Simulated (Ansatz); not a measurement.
Values for one crystal, relaxed and computed with r²SCAN in the plane-wave PAW code Ansatz; other levels are named.

| Quantity | Result |
|---|---|
| Volume per atom | 10.78 Å³ |
| Band gap | 6.00 eV (indirect) |
| Formation energy from the elements (no fitted shifts) | -3.42 eV/atom |
| Valence-band maximum | at Γ |
| Smallest direct gap on the standard path | 6.37 eV |
| Conduction-band minimum | off the standard path, at k = (0.188, 0.302, 0.250) |

### Question
Pick the material that matches.
A) HfSiO4, I4_1/amd (Hf on 4a, Si on 4b, O on 16h)
B) Li4Ca2MgSi2N6, C2/m (Pearson symbol mS30)
C) Mg2TiO4, P4_122 (Pearson symbol tP28)
D) Ta2O5, Pmmn (Ta on 4e, O on 4e, O on 4e, O on 2a)

### Answer
A, HfSiO4, I4_1/amd (Hf on 4a, Si on 4b, O on 16h)

The r²SCAN relaxation kept the symmetry of its start. The run is not spin-polarised. The references are the lowest solids computed at this level, not always the standard phases (solids in place of the gases). Spin–orbit coupling is left out wherever it is not named.

Potentials: the later of the program's two PAW sets.
